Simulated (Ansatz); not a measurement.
GeS (NiAs type, P6_3/mmc) under volume change, DFT-PBE in the program Ansatz with PAW potentials, shape and atoms relaxed at each volume.

```
V (Å³/atom)  E − E(relaxed) (meV/atom)  P (GPa)
-----------  -------------------------  -------
18.839                            31.8     5.87
19.460                            13.7     3.70
20.081                             3.1     1.75
20.702                             0.0    -0.06
21.323                             3.6    -1.70
21.944                            12.9    -3.06
22.565                            27.3    -4.36
```

Problem. What does a third-order Birch–Murnaghan fit give for V₀, B₀ and B′?

Solution. V₀ = 20.68 Å³/atom, B₀ = 56.2 GPa, B′ = 2.6.

A made-up cell: these elements were put on the sites of a structure type; neither database checked (COD, Materials Project) lists it. COD files the formula under space group No. 62, so this cell is another polymorph or a model. Its standing as an ambient phase is unchecked. The cell was relaxed with PBE under the symmetry of its start; its stability against distortions is not shown here.

Potentials: the later of the program's two PAW sets.
